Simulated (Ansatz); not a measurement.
A distorted cell of AlN (wurtzite):

```xyz
4
Lattice="3.1303 0.0000 0.0000 -1.5651 2.7109 0.0000 0.0000 0.0000 5.0180" Properties=species:S:1:pos:R:3 pbc="T T T"
Al     1.5651     0.9036     0.0169
Al     0.0000     1.8073     2.5259
N      1.5651     0.9036     3.1203
N      0.2418     2.0491     0.6113
```

The numbers are results of PBE (plane waves to 420 eV, PAW, scalar-relativistic; Ansatz, a first-principles code), not measurements. k mesh 10×10×6 (Γ-centred), Fermi-Dirac smearing 0.05 eV. Energies are smeared free energies. Compression counts positive. AlN was relaxed with its symmetry unable to fall.

Problem. What forces act on the atoms (eV/Å, Cartesian)?

Solution. 
```csv
atom,Fx,Fy,Fz
Al1,0.719,3.694,-1.322
Al2,0.371,0.366,-0.205
N3,0.072,0.172,0.035
N4,-1.162,-4.232,1.493
```

Problem. What is the stress tensor (GPa)?

Solution. 
```
   -2.6     -7.7      0.5
   -7.7     17.9     -5.8
    0.5     -5.8      2.0
```
The pressure, a third of the trace, is 5.8 GPa.

Problem. In it atom 4 sits (0.242, 0.242, 0.000) Å away from its relaxed site. What is its energy relative to the relaxed cell?

Solution. 709 meV/cell.

(For displaced atoms, the force is minus the slope of the energy, and its curvature is a force constant, which sets phonon frequencies.)
